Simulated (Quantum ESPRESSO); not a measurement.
Band energies of TlCl

```
CELL_PARAMETERS angstrom
      0.00000     3.21955     3.21955
      3.21955     0.00000     3.21955
      3.21955     3.21955     0.00000
ATOMIC_POSITIONS crystal
  Cl 0.50000 0.50000 0.50000
  Tl 0.00000 0.00000 0.00000
```

norm-conserving PBEsol (Quantum ESPRESSO, 62 Ry, with spin-orbit coupling); path ΓXWKΓLUWLK,UX; energies in eV from the valence-band maximum.

```
k (1/Å)  point  band 20  band 21  band 22  band 23  band 24  band 25  band 26  band 27
-------  -----  -------  -------  -------  -------  -------  -------  -------  -------
0.00         Γ    -1.80     5.30     5.30     7.46     7.46     7.46     7.46     8.75
0.43              -1.04     3.70     3.70     5.74     5.74     6.62     6.62     7.28
0.98         X    -2.24     4.53     4.53     5.80     5.80     6.36     6.36     6.62
1.46         W    -0.93     3.80     3.80     5.00     5.00     5.18     5.18     9.49
1.58              -1.01     3.81     3.81     4.96     4.96     5.28     5.28     8.94
1.81         K    -1.36     3.86     3.86     4.90     4.90     5.63     5.63     8.09
2.12              -0.49     2.85     2.85     4.63     4.63     5.31     5.31    10.25
2.53              -1.25     4.27     4.27     5.78     5.78     6.42     6.42     8.87
2.84         Γ    -1.80     5.30     5.30     7.46     7.46     7.46     7.46     8.75
3.05              -1.55     4.78     4.78     6.36     6.36     6.86     6.86     8.60
3.58              -0.10     2.21     2.21     4.26     4.26     5.16     5.16     9.13
3.69         L     0.00     2.07     2.07     4.20     4.20     5.10     5.10     9.26
4.09              -0.85     3.18     3.18     4.66     4.66     5.38     5.38     8.94
4.29         U    -1.36     3.86     3.86     4.90     4.90     5.63     5.63     8.09
4.52              -1.01     3.81     3.81     4.96     4.96     5.28     5.28     8.94
4.63         W    -0.93     3.80     3.80     5.00     5.00     5.18     5.18     9.49
5.03              -0.52     2.76     2.76     4.51     4.51     5.27     5.27     9.58
5.32         L     0.00     2.07     2.07     4.20     4.20     5.10     5.10     9.26
5.49              -0.22     2.34     2.34     4.32     4.32     5.17     5.17     9.40
5.92         K    -1.36     3.86     3.86     4.90     4.90     5.63     5.63     8.09
5.92         U    -1.36     3.86     3.86     4.90     4.90     5.63     5.63     8.09
6.26         X    -2.24     4.53     4.53     5.80     5.80     6.36     6.36     6.62
```

The PBEsol gap is direct, 2.07 eV at L.

Geometry of the Materials Project entry, not relaxed at this level.

This is not the ordinary phase of the substance; no match was found in the copy of COD used, and its stability was not checked.
